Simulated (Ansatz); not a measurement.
One crystal and one scan (frozen-phonon scan) at two levels, LDA (plane waves to 420 eV, PAW, scalar-relativistic; Ansatz, an electronic-structure program) and PBE (plane waves to 420 eV, PAW, scalar-relativistic; Ansatz), each from its own relaxed cell and on its own mesh. The cell shown is that of LDA.

Relaxed Sb (space group R-3m):

```xyz
4
Lattice="4.2935 2.4788 7.3055 0.0000 2.4788 7.3055 2.1467 -1.2394 7.3055" Properties=species:S:1:pos:R:3 pbc="T T T"
Sb     4.2935     2.4788    10.1975
Sb     2.1467     1.2394     6.5447
Sb     4.2935     2.4788    15.3719
Sb     2.1467     1.2394    11.7192
```

A phonon eigenvector at T = (0.5, 0.5, 0.5) is frozen into this cell: atom i moves by Q times the vector below, so Q is the largest atomic displacement, in Å. The cell is held. It is one choice among 2 degenerate patterns. (q is in reciprocal vectors of the primitive cell; the cell shown is doubled to hold the pattern.)

```tsv
atom	x	y	z
Sb1	0.000	-1.000	0.000
Sb2	0.000	1.000	0.000
Sb3	0.000	-1.000	0.000
Sb4	0.000	1.000	0.000
```

Sb was relaxed with its symmetry unable to fall. Spin-orbit coupling is left out, though Sb is heavy. With partly filled bands, energies and forces of such displacements shift with the k mesh and the smearing. Percentages come from the unrounded values.

Results of LDA:

* **Lattice constant a (Å)**: 4.293
* **Lattice constant c (Å)**: 10.96
* **Relaxed volume (Å³/atom)**: 29.16
* **Harmonic wavenumber from the curvature (finite differences) (cm⁻¹ (negative: imaginary))**: 147
* **Shape of the curve**: a single well with its minimum at or next to zero displacement

Problem. Estimate the PBE values.

Solution. 
```csv
quantity,PBE,LDA − PBE
Lattice constant a (Å),4.374,-0.081 (-1.8 %)
Lattice constant c (Å),11.54,-0.58 (-5.0 %)
Relaxed volume (Å³/atom),31.87,-2.71 (-8.5 %)
Harmonic wavenumber from the curvature (finite differences) (cm⁻¹ (negative: imaginary)),145,+2 (+2 %)
```

LDA gives the lower value for: lattice constant a; lattice constant c; relaxed volume. Both give the same shape of the curve: a single well with its minimum at or next to zero displacement.

(For displaced atoms, the force is minus the slope of the energy, and its curvature is a force constant, which sets phonon frequencies.)
